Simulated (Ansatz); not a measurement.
The relaxed structure here is a generated cell of HfO2: the first start was made by placing the elements on the sites of a structure type, and the end was not matched to a known phase here, so it may be hypothetical. Known forms of HfO2 include space group No. 14, 29, 137, 225.

One starting cell of HfO2 (a generated cell, HfO2 placed in the AFLOW prototype AB2_hP12_194_f_ah (C14, as in MgZn2)) was relaxed twice with Ansatz (plane waves, PAW, scalar-relativistic): with r2SCAN at 500 eV and with PBE at 420 eV. The r2SCAN result:

```yaml
crystal:
  lattice:
    - [4.67799, 0.00000, 0.00000]
    - [-2.33899, 4.05126, 0.00000]
    - [0.00000, 0.00000, 11.16779]
  atoms:
    - { symbol: Hf, position: [0.33333, 0.66667, 0.86879] }
    - { symbol: Hf, position: [0.66667, 0.33333, 0.36879] }
    - { symbol: Hf, position: [0.66667, 0.33333, 0.13121] }
    - { symbol: Hf, position: [0.33333, 0.66667, 0.63121] }
    - { symbol: O, position: [0.00000, 0.00000, 0.00000] }
    - { symbol: O, position: [0.00000, 0.00000, 0.50000] }
    - { symbol: O, position: [0.83644, 0.16356, 0.25000] }
    - { symbol: O, position: [0.67288, 0.83644, 0.75000] }
    - { symbol: O, position: [0.83644, 0.67288, 0.25000] }
    - { symbol: O, position: [0.16356, 0.83644, 0.75000] }
    - { symbol: O, position: [0.32712, 0.16356, 0.25000] }
    - { symbol: O, position: [0.16356, 0.32712, 0.75000] }
```

```
quantity                           r2SCAN      PBE
--------------------------------  -------  -------
space group                       P6₃/mmc  P6₃/mmc
volume (Å³/atom)                    17.64        …
a (Å)                               4.678        …
c (Å)                              11.168        …
gap (eV, no spin-orbit coupling)     0.00        …
```

### Question
What does PBE give for the same quantities?

### Answer

- volume (Å³/atom), PBE: 18.32
- a (Å), PBE: 4.738
- c (Å), PBE: 11.307
- gap (eV, no spin-orbit coupling), PBE: 0.00

Both levels end in the same structure; PBE's volume is 3.8 % larger. Neither column is exact.

No spin polarisation in the result. The d or f electrons are treated with no Hubbard U.

The run could not lose the symmetry of its start: the end is stationary, and may be a saddle point rather than a minimum.

Ansatz is a first-principles code.
